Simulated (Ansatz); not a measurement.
# Orbital-resolved density of states of LuSi₂Rh₂

```
CELL_PARAMETERS angstrom
-2.00265 2.00265 4.92535
2.00265 -2.00265 4.92535
2.00265 2.00265 -4.92535
ATOMIC_POSITIONS crystal
Lu 0.00000 0.00000 0.00000
Si 0.62038 0.62038 0.00000
Si 0.37962 0.37962 0.00000
Rh 0.75000 0.25000 0.50000
Rh 0.25000 0.75000 0.50000
```

Atom numbers follow the list: Lu1, Si2, Si3, Rh4, Rh5.

The cell is the one relaxed in the Materials Project (mp-3108), not relaxed further here; entries there can be hypothetical.

Spin polarisation is left out, and whether a magnetic state lies lower isn't shown here.

No spin–orbit coupling, which matters for the heavy atoms here.

The calculation used DFT, PBEsol, all-electron LAPW, scalar-relativistic (Ansatz 0.2.0).

Settings: a Γ-centred 11×11×11 k mesh, Fermi–Dirac smearing of 0.08 eV, basis error target 0.5 meV/atom, no spin polarisation.

States per eV for one atom of each kind, in 0.4 eV bins named by their centres, from the Fermi level, projected on a minimal set of Löwdin-orthogonalised atomic shells; orbitals are real harmonics on the Cartesian axes, equal curves share a column, and empty bins are left out, as is all above 6.1 eV, near the top of the computed bands.

Lu1 4f:

```
# E all fz3 fxz2=fyz2 fz(x2-y2) fxyz fx(x2-3y2)=fy(3x2-y2)
-7.9 0.01 0.00 0.00 0.00 0.00 0.00
-7.5 0.01 0.00 0.00 0.00 0.01 0.00
-6.3 0.01 0.00 0.00 0.00 0.00 0.00
-5.9 0.06 0.01 0.01 0.00 0.02 0.01
-5.5 0.26 0.02 0.04 0.01 0.08 0.03
-5.1 29.39 4.42 4.24 4.73 2.91 4.42
-4.7 4.77 0.46 0.64 0.21 1.86 0.48
-4.3 0.17 0.02 0.03 0.01 0.04 0.02
-3.9 0.15 0.04 0.01 0.01 0.05 0.01
-3.5 0.05 0.02 0.00 0.01 0.01 0.00
-3.1 0.03 0.01 0.00 0.01 0.00 0.00
-2.7 0.02 0.00 0.00 0.01 0.00 0.00
-2.3 0.02 0.00 0.00 0.00 0.00 0.00
-1.9 0.01 0.00 0.00 0.00 0.00 0.00
```

Lu1 5d:

```
# E all dz2 dxz=dyz dx2-y2 dxy
-10.7 0.01 0.00 0.00 0.00 0.00
-10.3 0.03 0.01 0.00 0.00 0.01
-9.9 0.11 0.03 0.00 0.00 0.08
-9.5 0.24 0.02 0.00 0.00 0.22
-9.1 0.01 0.00 0.00 0.00 0.00
-8.7 0.05 0.01 0.02 0.00 0.00
-8.3 0.13 0.02 0.05 0.00 0.00
-7.9 0.18 0.02 0.08 0.00 0.00
-7.5 0.04 0.00 0.02 0.00 0.00
-6.3 0.04 0.03 0.00 0.00 0.01
-5.9 0.18 0.04 0.01 0.08 0.03
-5.5 0.11 0.02 0.03 0.02 0.02
-5.1 0.12 0.02 0.03 0.02 0.02
-4.7 0.22 0.03 0.04 0.06 0.05
-4.3 0.25 0.06 0.05 0.05 0.04
-3.9 0.50 0.13 0.12 0.06 0.05
-3.5 0.25 0.03 0.06 0.06 0.04
-3.1 0.32 0.03 0.09 0.06 0.06
-2.7 0.28 0.04 0.06 0.09 0.04
-2.3 0.21 0.03 0.06 0.04 0.02
-1.9 0.15 0.03 0.05 0.01 0.01
-1.5 0.34 0.05 0.11 0.06 0.01
-1.1 0.54 0.06 0.16 0.12 0.03
-0.7 0.50 0.05 0.10 0.20 0.05
-0.3 0.50 0.04 0.06 0.20 0.13
0.1 0.54 0.04 0.06 0.13 0.26
0.5 0.62 0.18 0.07 0.09 0.21
0.9 0.66 0.15 0.17 0.10 0.06
1.3 0.68 0.14 0.17 0.11 0.08
1.7 0.63 0.16 0.14 0.11 0.09
2.1 0.77 0.32 0.13 0.07 0.12
2.5 0.62 0.22 0.06 0.12 0.16
2.9 0.98 0.36 0.12 0.24 0.15
3.3 1.48 0.64 0.14 0.27 0.29
3.7 1.51 0.23 0.26 0.30 0.47
4.1 1.77 0.25 0.28 0.69 0.28
4.5 1.78 0.26 0.30 0.62 0.29
4.9 1.59 0.24 0.26 0.57 0.25
5.3 1.16 0.26 0.31 0.10 0.18
5.7 1.04 0.18 0.34 0.06 0.12
```

Rh4 4d:

```
# E all dz2 dxz=dyz dx2-y2 dxy
-10.3 0.02 0.00 0.00 0.01 0.00
-9.9 0.07 0.00 0.02 0.03 0.00
-9.5 0.10 0.00 0.04 0.02 0.00
-9.1 0.01 0.00 0.00 0.01 0.00
-8.7 0.04 0.01 0.00 0.02 0.00
-8.3 0.12 0.01 0.02 0.07 0.00
-7.9 0.27 0.01 0.05 0.16 0.00
-7.5 0.12 0.00 0.05 0.02 0.00
-6.3 0.20 0.05 0.02 0.10 0.02
-5.9 0.69 0.08 0.13 0.16 0.19
-5.5 0.64 0.08 0.13 0.08 0.21
-5.1 0.93 0.13 0.21 0.11 0.27
-4.7 1.49 0.14 0.34 0.17 0.50
-4.3 1.42 0.17 0.29 0.17 0.49
-3.9 2.99 0.50 0.56 0.67 0.70
-3.5 1.48 0.49 0.26 0.18 0.30
-3.1 1.85 0.78 0.35 0.09 0.26
-2.7 1.96 0.75 0.39 0.27 0.16
-2.3 2.41 0.52 0.40 0.92 0.17
-1.9 1.82 0.20 0.47 0.50 0.18
-1.5 0.88 0.05 0.16 0.42 0.09
-1.1 0.58 0.05 0.17 0.14 0.06
-0.7 0.36 0.05 0.10 0.07 0.03
-0.3 0.32 0.05 0.08 0.05 0.05
0.1 0.48 0.07 0.08 0.02 0.22
0.5 0.53 0.16 0.05 0.02 0.25
0.9 0.64 0.21 0.04 0.03 0.33
1.3 0.34 0.10 0.03 0.02 0.15
1.7 0.20 0.06 0.03 0.01 0.07
2.1 0.14 0.04 0.02 0.01 0.04
2.5 0.07 0.02 0.02 0.00 0.01
2.9 0.12 0.02 0.03 0.00 0.02
3.3 0.12 0.02 0.03 0.00 0.03
3.7 0.13 0.02 0.04 0.01 0.02
4.1 0.17 0.02 0.05 0.02 0.02
4.5 0.16 0.02 0.05 0.04 0.01
4.9 0.15 0.01 0.04 0.05 0.01
5.3 0.16 0.02 0.04 0.04 0.01
5.7 0.14 0.02 0.03 0.05 0.01
```

Si2 3p:

```
# E all pz px=py
-10.7 0.01 0.01 0.00
-10.3 0.03 0.02 0.00
-9.9 0.06 0.04 0.01
-9.5 0.05 0.04 0.00
-9.1 0.02 0.02 0.00
-8.7 0.04 0.04 0.00
-8.3 0.09 0.08 0.00
-7.9 0.13 0.12 0.01
-7.5 0.05 0.05 0.00
-6.3 0.16 0.12 0.02
-5.9 0.73 0.21 0.26
-5.5 0.44 0.13 0.16
-5.1 0.47 0.16 0.16
-4.7 0.62 0.18 0.22
-4.3 0.43 0.11 0.16
-3.9 0.81 0.17 0.32
-3.5 0.39 0.09 0.15
-3.1 0.43 0.10 0.16
-2.7 0.41 0.14 0.13
-2.3 0.30 0.11 0.09
-1.9 0.26 0.07 0.10
-1.5 0.23 0.04 0.10
-1.1 0.30 0.05 0.12
-0.7 0.22 0.05 0.09
-0.3 0.20 0.04 0.08
0.1 0.24 0.04 0.10
0.5 0.28 0.06 0.11
0.9 0.29 0.07 0.11
1.3 0.23 0.05 0.09
1.7 0.16 0.03 0.07
2.1 0.13 0.02 0.06
2.5 0.10 0.01 0.04
2.9 0.13 0.02 0.05
3.3 0.16 0.06 0.05
3.7 0.19 0.09 0.05
4.1 0.29 0.11 0.09
4.5 0.28 0.12 0.08
4.9 0.34 0.13 0.10
5.3 0.53 0.18 0.17
5.7 0.67 0.28 0.20
```

Lu1 6s:

```
# E all
-11.1 0.02
-10.7 0.06
-10.3 0.08
-9.9 0.08
-9.5 0.02
-6.3 0.04
-5.9 0.24
-5.5 0.08
-5.1 0.04
-4.7 0.03
-4.3 0.08
-3.9 0.12
-3.5 0.05
-3.1 0.04
-2.7 0.04
-2.3 0.04
-1.9 0.06
-1.5 0.04
-1.1 0.03
-0.7 0.02
-0.3 0.03
0.1 0.03
0.5 0.04
0.9 0.04
1.3 0.02
1.7 0.02
2.1 0.02
2.5 0.03
2.9 0.07
3.3 0.35
3.7 0.48
4.1 0.34
4.5 0.16
4.9 0.21
5.3 0.19
5.7 0.18
```

Si2 3s:

```
# E all
-11.1 0.03
-10.7 0.10
-10.3 0.21
-9.9 0.51
-9.5 0.55
-9.1 0.04
-8.7 0.10
-8.3 0.25
-7.9 0.46
-7.5 0.20
-5.9 0.03
-5.5 0.02
-5.1 0.01
-4.7 0.01
-4.3 0.02
-3.9 0.09
-3.5 0.04
-3.1 0.02
-2.7 0.03
-2.3 0.03
-1.9 0.04
-1.5 0.03
-1.1 0.04
-0.7 0.03
-0.3 0.03
0.1 0.02
0.5 0.02
0.9 0.03
1.3 0.03
1.7 0.02
2.1 0.02
2.5 0.02
2.9 0.10
3.3 0.14
3.7 0.20
4.1 0.22
4.5 0.25
4.9 0.18
5.3 0.14
5.7 0.09
```

Rh4 5s:

```
# E all
-11.1 0.03
-10.7 0.07
-10.3 0.09
-9.9 0.11
-9.5 0.05
-9.1 0.04
-8.7 0.05
-8.3 0.08
-7.9 0.07
-7.5 0.01
-6.3 0.02
-5.9 0.14
-5.5 0.08
-5.1 0.06
-4.7 0.05
-4.3 0.04
-3.9 0.06
-3.5 0.04
-3.1 0.03
-2.7 0.03
-2.3 0.03
-1.9 0.02
-1.5 0.01
-1.1 0.03
-0.7 0.03
-0.3 0.02
0.1 0.01
0.5 0.02
0.9 0.03
1.3 0.02
1.7 0.01
2.1 0.01
2.5 0.01
2.9 0.03
3.3 0.05
3.7 0.04
4.1 0.04
4.5 0.06
4.9 0.05
5.3 0.15
5.7 0.20
```
